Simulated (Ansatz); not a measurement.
Te (trigonal Se type, space group No. 152) under volume change, r²SCAN in the plane-wave PAW code Ansatz, shape and atoms relaxed at each volume.

| V (Å³/atom) | E − E(relaxed) (meV/atom) | P (GPa) |
|---|---|---|
| 33.169 | 15.7 | 1.82 |
| 34.263 | 6.2 | 0.97 |
| 35.356 | 1.4 | 0.44 |
| 36.450 | 0.0 | 0.00 |
| 37.543 | 1.1 | -0.33 |
| 38.636 | 4.1 | -0.56 |
| 39.730 | 8.5 | -0.71 |

What does a third-order Birch–Murnaghan fit give for V₀, B₀ and B′?

V₀ = 36.40 Å³/atom, B₀ = 12.6 GPa, B′ = 9.7.

Space group P3_121 (trigonal Se type). The r²SCAN relaxation kept the symmetry of its start. A crystal of weakly bound chains computed without a dispersion correction: the cell and the soft elastic constants depend strongly on that. Spin–orbit coupling is left out wherever it is not named.

Potentials: the later of the program's two PAW sets.
